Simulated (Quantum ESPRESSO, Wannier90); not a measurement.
## Wannier functions of AlInN₂ (chalcopyrite)

```yaml
crystal:
  lattice:
    - [4.74579, 0.00000, 0.00000]
    - [0.00000, 4.74579, 0.00000]
    - [-2.37290, -2.37290, 4.63882]
  atoms:
    - { symbol: Al, position: [0.25000, 0.75000, 0.50000] }
    - { symbol: Al, position: [0.00000, 0.00000, 0.00000] }
    - { symbol: In, position: [0.75000, 0.25000, 0.50000] }
    - { symbol: In, position: [0.50000, 0.50000, 0.00000] }
    - { symbol: N, position: [0.12500, 0.67448, 0.75000] }
    - { symbol: N, position: [0.92448, 0.87500, 0.25000] }
    - { symbol: N, position: [0.62500, 0.07552, 0.75000] }
    - { symbol: N, position: [0.32552, 0.37500, 0.25000] }
```

Cell from Materials Project (mp-1245856), symmetrised, no further relaxation. Not found in the COD (Crystallography Open Database) copy used; not checked further. Computed values, not measurements, from PBEsol: Quantum ESPRESSO (norm-conserving PseudoDojo potentials, cutoff 68 Ry, no spin polarisation, no spin-orbit coupling) on a Γ-centred 6×6×6 mesh, then Wannier90. Density: 8×8×8 mesh, Gaussian smearing 0.01 Ry. Spin-orbit coupling is left out although heavy elements are present.

The plane-wave run has 58 bands and 52 electrons a cell. On the energy scale of pw.x, whose zero is arbitrary, the valence-band maximum lies at 8.31 eV.

Isolated groups of bands, relative to the valence-band maximum (bands from 27 on overlap up to the last one computed):

```tsv
bands	from (eV)	to (eV)	filling	weight on atomic waves
1–4	-14.54	-13.65	filled	In 4d 47 %, N 2s 35 %, Al 3p 7 %
5–14	-12.99	-11.07	filled	In 4d 79 %, N 2s 12 %
15–26	-5.74	0.00	filled	N 2p 72 %, In 5p 8 %, Al 3p 7 %
```

Input w.win, without the blocks of cell, atoms and k-points (216 lines):

```
num_bands = 48
num_wann = 32
exclude_bands = 5-14
num_iter = 400
conv_tol = 1.0e-6
conv_window = 4
dis_num_iter = 600
dis_conv_tol = 1.0e-6
dis_froz_max = 11.07
write_hr = true
write_u_matrices = true
begin projections
f=0.25053,-0.25741,0.49101: s;p
f=0.01049,0.00208,0.00027: s;p
f=-0.26171,0.24923,0.49580: s;p
f=0.49162,0.49892,-0.00940: s;p
f=0.11501,-0.32996,-0.25929: s;p
f=-0.08184,-0.13610,0.24384: s;p
f=-0.38178,0.07016,-0.26068: s;p
f=0.33569,0.38302,0.25645: s;p
end projections
mp_grid = 7 6 6
```

### Question
This input has a fault. Which, and what does the program do?

### Answer
wannier90.x -pp stops with:
```
Error: Wrong number of lines in block kpoints
```
The product of the three numbers of mp_grid differs from the number of lines in the kpoints block. Mended as below, all else unchanged, the run goes through (Ω_I = 39.8 Å²) and follows the plane-wave bands to 0.4 meV rms (states up to 2.3 eV relative to the valence-band maximum).
```
mp_grid = 6 6 6
```
